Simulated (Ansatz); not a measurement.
Data:

Relaxed PbSe (rock salt):

```yaml
crystal:
  lattice:
    - [0.00000, 3.10883, 3.10883]
    - [3.10883, 0.00000, 3.10883]
    - [3.10883, 3.10883, 0.00000]
  atoms:
    - { symbol: Se, position: [0.00000, 0.00000, 0.00000] }
    - { symbol: Pb, position: [0.50000, 0.50000, 0.50000] }
```

In this cell atom 2 (Pb, nearest neighbour Se at 3.109 Å; its periodic images, 4.4 Å or more away, move with it) is moved by s along Cartesian z, unit vector (0.000, 0.000, 1.000); all other atoms and the cell stay fixed.

All values below come from PBE (plane waves to 420 eV, PAW, scalar-relativistic; Ansatz, a program for electronic structure). k mesh 8×8×8 (Γ-centred), Fermi-Dirac smearing 0.05 eV. The energy includes the smearing's −TS. PbSe was relaxed with its symmetry unable to fall. Spin-orbit coupling is left out, though Pb is heavy. The PAW data are Ansatz's earlier set. The zero of ΔE is the undisplaced structure.

The scan covers s from -0.310 to 0.310 Å in 11 points.

Problem. Is the energy the same for equal positive and negative displacements?

Solution. Even: the same for both signs. With its periodic images moving along, the atom's site symmetry in this cell is m-3m.

Problem. What is the energy change at s = 0.310 Å?

Solution. 36.1 meV/cell.

Problem. What force acts on the atom along the line at s = -0.310 Å?

Solution. 0.405 eV/Å.

(A displaced cell: forces are minus the slopes of the energy, force constants its curvatures, and phonons follow from these.)
